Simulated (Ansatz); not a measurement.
Relaxed BaTiO3 (tetragonal-perovskite type, space group P4mm):

```
BaTiO3
1.0
    3.98510     0.00000     0.00000
    0.00000     3.98510     0.00000
    0.00000     0.00000     4.20426
Ti Ba O
1 1 3
Cartesian
  1.99255   1.99255   1.92502
  0.00000   0.00000   3.95477
  1.99255   1.99255   3.73649
  1.99255   0.00000   1.72108
  0.00000   1.99255   1.72108
```

All values below come from PBE (plane waves to 420 eV, PAW, scalar-relativistic; Ansatz, an electronic-structure program). k mesh 7×7×6 (Γ-centred), Fermi-Dirac smearing 0.05 eV. BaTiO3 is run without spin polarisation. BaTiO3 was relaxed with its symmetry unable to fall. The PAW data are Ansatz's earlier set.

One atom of the cell was then moved (with its periodic images), all else fixed, and the forces (eV/Å) came out as:

```json
[
 {"atom": "Ti1", "Fx": "0.000", "Fy": "0.000", "Fz": "0.248"},
 {"atom": "Ba2", "Fx": "0.000", "Fy": "0.000", "Fz": "0.023"},
 {"atom": "O3", "Fx": "0.000", "Fy": "0.000", "Fz": "-0.517"},
 {"atom": "O4", "Fx": "0.000", "Fy": "0.000", "Fz": "0.123"},
 {"atom": "O5", "Fx": "0.000", "Fy": "0.000", "Fz": "0.123"}
]
```

Which atom was moved, and by which vector (Å)?

O3, by (0.00, 0.00, 0.04), 0.04 Å in all.

(A displaced cell: forces are minus the slopes of the energy, force constants its curvatures, and phonons follow from these.)
